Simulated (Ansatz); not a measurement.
Bcc Ta (110), 5 layers, DFT, PBEsol, PAW with Ansatz's default frozen-core files, scalar-relativistic (Ansatz 0.2.0), on 2 threads of Intel(R) Xeon(R) 6975P-C (Granite Rapids) (shared host).

Command: `ansatz run input.yaml --threads 2 --pin off --max-ram 4096MiB --backend cpu --events-out ev --progress --plain --runs-dir out`

```yaml
crystal:
  lattice:
    - [2.8411580232, 0.0, 0.0]
    - [-0.9470526744, 2.6786694728, 0.0]
    - [0.0, 0.0, 25.2792]
  atoms:
    - { symbol: Ta, position: [0.0, 0.0, 0.3205539351] }
    - { symbol: Ta, position: [0.5, 0.5, 0.4084162398] }
    - { symbol: Ta, position: [0.0, 0.0, 0.4999999999] }
    - { symbol: Ta, position: [0.5, 0.5, 0.5915837594] }
    - { symbol: Ta, position: [0.0, 0.0, 0.6794460659] }
  periodic: [true, true, false]
kpoints:
  mp_grid: { grid: [15, 15, 1] }
scf:
  occupations: { method: fermi_dirac, width: 0.05 }
hamiltonian:
  xc: pbesol
  pseudopotentials: { kind: paw }
output:
  forces: true
  stress: true
  eigenvalues: true
```

(1) How large is the problem that the program sets up?

(2) About how long does it take, and how much memory?

## Answers

(1) 64 irreducible k-points, 6291 plane waves at Γ, 39 bands.

(2) 15 s of wall time for 7 SCF iterations, with a peak of 0.9 GiB. Times on shared machines scatter by tens of per cent.
